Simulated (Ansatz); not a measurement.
V$_{2}$O$_{3}$:
```xyz
10
Lattice="2.3871 1.3782 4.7442 -2.3871 1.3782 4.7442 0.0000 -2.7564 4.7442" Properties=species:S:1:pos:R:3 pbc="T T T"
V      0.0000     0.0000    11.9514
V      0.0000     0.0000     9.3975
V      0.0000     0.0000     2.2812
V      0.0000     0.0000     4.8351
O     -0.8323    -1.3782     5.9302
O      1.6097    -0.0317     5.9302
O     -0.7774     1.4099     5.9302
O      0.8323     1.3782     8.3023
O     -1.6097     0.0317     8.3023
O      0.7774    -1.4099     8.3023
```
Starting moments (μB, in the order of the atoms V V V V O O O O O O): 1.1 1.1 1.1 1.1 0.0 0.0 0.0 0.0 0.0 0.0.

Relaxed with PBEsol.

**Question.** Map the electron localisation function on the plane through (0.840, 0.840, 0.840) spanned by u = [1, -1, 0] and v = [1, 1, 1] in lattice vectors, from PBEsol (plane waves, PAW; program Ansatz).

**Answer.** x is the fraction of u, y of v (the angle between them is 90°; rows are the nearest grid lines); atoms in the plane: V at (0.00, 0.00), V at (0.00, 0.82), V at (0.00, 0.32), V at (0.00, 0.50), O at (0.33, 0.91), O at (0.34, 0.58), O at (0.34, 0.24), O at (0.67, 0.41), O at (0.66, 0.74), O at (0.66, 0.08).
```
|#%@%=.....   .:-=-..-#@%#|
|*+:.:#@@@@@%+:       .-+*|
|:::=%@%*+#@@%=.     ...::|
|=-:.=%@@@@@%+:       .:==|
|#%@#-..::..  ..:-:..=%@%#|
|#*=:.     .=#@@@@@@%-.-*#|
|..        .+%@%+-+@@%-...|
|          .:=#@@@@@%*-   |
|     :-=+=-::.....       |
|  .+%@@%#%@@#=.          |
|  .=%@@+:=%@%+.          |
|@@#=.:*%@@%#=.     .-*%@@|
|@@%*-....   .:=*#*=..=#%@|
|::...     .=%@@#+*%@%=:::|
|::...     .=%@@*=+%@%=:::|
|@%%*:...    .-+#%#+:.-#%@|
|%%%+..+%%%#*-.     .-#%@%|
|...-%@@+-+%@%+.        ..|
|  .+%@@%*#@@%=.          |
|    .-=+*+=-:....        |
|         ..:=*%@@@%#+:   |
|          .+%@%=:+@@%=.  |
|*+-..     .=%@@@%@@@=.:+*|
|#%@%=.....   .:-=-..-#@%#|
```
Scale: ten equal steps from 0.008 (start of ' ') to 0.841 (end of '@'), in the order ' .:-=+*#%@'; x runs from 0.000 to 1.00, y from 0.000 (bottom) to 1.00 (top).

The density is the valence pseudo-density with augmentation charge, so density and ELF within about 1 Å of a nucleus are not all-electron values.

Space group R-3c (corundum). The PBEsol relaxation kept the symmetry of its start. Magnetic state: ferromagnetic, chosen from 5 collinear starts compared on coarse meshes (ties went to the first, and starts can fall back to one state), not a proven ground state. No Hubbard U is applied.

Potentials: the later of the program's two PAW sets.
